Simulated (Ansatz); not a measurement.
An Ansatz (a first-principles code) run. Input:

Ansatz 0.2 input:
```yaml
crystal:
  lattice:
    - [1.8420445752, -7.292220848, 0.0]
    - [1.8420445752, 7.292220848, 0.0]
    - [0.0, 0.0, 3.659340994]
  atoms:
    - { symbol: Si, position: [0.5543781013, 0.4456218987, 0.75] }
    - { symbol: Si, position: [0.4456218987, 0.5543781013, 0.25] }
    - { symbol: Hf, position: [0.8945468686, 0.1054531314, 0.75] }
    - { symbol: Hf, position: [0.1054531314, 0.8945468686, 0.25] }
    - { symbol: Si, position: [0.2502466156, 0.7497533844, 0.75] }
    - { symbol: Si, position: [0.7497533844, 0.2502466156, 0.25] }
kpoints:
  mp_grid: { grid: [11, 11, 11] }
basis: { xc_grid: 2, fft_grid_basis: typed }
hamiltonian:
  xc: pbe
  pseudopotentials: { kind: paw }
scf:
  occupations: { method: gaussian, width: 0.05 }
checkpoint: { read: metal.run }
output: { write_density: true, elf: true, volumetric_format: npy }
```

Output (shortened):

```
Pseudopotential: Si, paw, valence charge 4
Pseudopotential: Hf, paw, valence charge 26
Functional definition: PBE
Crystal: 6 atoms, lattice volume = 98.309 Å³
Basis set: ecut = 420 eV, 1927 PW (Γ), exchange–correlation on 108×108×50 points (8 copies of the dense FFT grid, shifted against one another)
Bands: 41, of which v1, the nominal top of the filled ones, is band 34 counted from 1 (33 counted from 0)
Symmetry: 8 space group operations
Space group: Cmcm (ITA 63), of the structure as read, at distance tolerance 4.6e-5 Å
k-points: 216 of 1331
Stability of the state it starts from, as read at its close in the unpolarized treatment …
iter 1 solved again at ethr=1.54e-7 eV; its pass at ethr=3.10e-3 eV (dr2=1.05e-4 eV) is discarded
SCF iter   1: F=—  HF=-33989.341083 eV  |F-HF|=—  |Δ(HF+E_count)|=         —  Δρ=3.68e-7  dr2=1.45e-10  ethr=1.54e-7  ⟨swp⟩=3.0  Hψ=55921  notcnv=0
preconditioner: auto → Kerker (q_TF=auto, 2.566 Å⁻¹)
SCF iter   2: F=—  HF=-33989.340971 eV  |F-HF|=—  |Δ(HF+E_count)|=   1.13e-4  Δρ=2.79e-7  dr2=5.65e-11  ethr=1.00e-12  ⟨swp⟩=6.6  Hψ=37602  notcnv=0
SCF iter   3: F=-33989.340971 eV  HF=-33989.340971 eV  |F-HF|=4.37e-11  |Δ(HF+E_count)|=  8.00e-11  Δρ=1.59e-7  dr2=2.39e-11  ethr=1.00e-12  ⟨swp⟩=1.0  Hψ=21745  notcnv=0
SCF 1 converged in 3 iterations: F = -33989.340971 eV  dr2 = 2.39e-11
SCF converged after 3 iterations
Free energy (F): -33989.340971 eV
Harris-Foulkes:  -33989.340971 eV  (|F-HF|=4.37e-11)
Internal energy: -33989.339618 eV  (E = F + TS)
E sigma→0 (E₀):  -33989.340294 eV
Entropy (-TS):   -0.001353 eV (-0.226 meV/atom)
Fermi energy:    15.486752 eV
--- Per-component energies (eV) ---
  E_band       = -20.989638
  E_kinetic    = 1016.398668
  E_local      = -13125.920658  (includes V_loc(G=0)·N_el)
  E_nonlocal   = -2386.744308
  E_hartree    = 6181.059311
  E_xc         = -825.467544
  E_vxc        = -726.108076  (∫ρ·V_xc dr)
  E_paw        = -15904.729461  (= ΣΔE_a)
  E_vpaw       = 2839.265937  (= ΣTr[D̂ρ^β])
  E_aug_tail   = 0.000023  (compensation charges beyond the density's cutoff)
  E_ewald      = -8943.935648
  E_smearing   = -0.001353  (= −TS)
  E_closure    =  0.000000  (closes the sum)
  Σ components = -33989.340971   (vs F -33989.340971, Δ=0.00e0)
  [band-id]    e_kinetic+e_local+e_nonlocal+2·e_hartree+e_vxc+e_vpaw+e_augmentation_tail = -20.989791   (vs E_band -20.989638, Δ=-1.53e-4)
--- Band table (eV; the first three rows and the last of 216) ---
  k-point 0: bands = ["-46.5482", "-46.5441", "-15.3608", "-15.2727", "-15.2573", "-15.2446", "-15.2297", "-15.2011", "2.7465", "3.4376", "3.4403", "3.4453", "3.4472", "3.4487", "3.4502", "3.4534", "3.4568", "3.4568", "3.4605", "3.4612", "3.4615", "3.4670", …
  k-point 1: bands = ["-46.5479", "-46.5439", "-15.3580", "-15.2715", "-15.2567", "-15.2527", "-15.2323", "-15.2110", "2.8470", "3.4393", "3.4401", "3.4457", "3.4472", "3.4489", "3.4503", "3.4524", "3.4575", "3.4578", "3.4595", "3.4612", "3.4626", "3.4667", …
  k-point 2: bands = ["-46.5470", "-46.5435", "-15.3509", "-15.2767", "-15.2680", "-15.2551", "-15.2370", "-15.2368", "3.1378", "3.4395", "3.4455", "3.4467", "3.4473", "3.4500", "3.4503", "3.4509", "3.4571", "3.4599", "3.4605", "3.4614", "3.4650", "3.4658", …
  k-point 215: bands = ["-46.5435", "-46.5429", "-15.3592", "-15.3585", "-15.2718", "-15.2623", "-15.2546", "-15.2522", "3.4310", "3.4341", "3.4430", "3.4431", "3.4483", "3.4492", "3.4521", "3.4538", "3.4610", "3.4616", "3.4639", "3.4659", "3.4693", "3.4695", …
```

Cost: very roughly 40 core-seconds on shared cores.

The PBE relaxation kept the symmetry of its start; of distortions, only those at the zone centre were tested. The run is not spin-polarised. Spin–orbit coupling is left out wherever it is not named.

Potentials: the later of the program's two PAW sets.

Ansatz is a plane-wave DFT program.
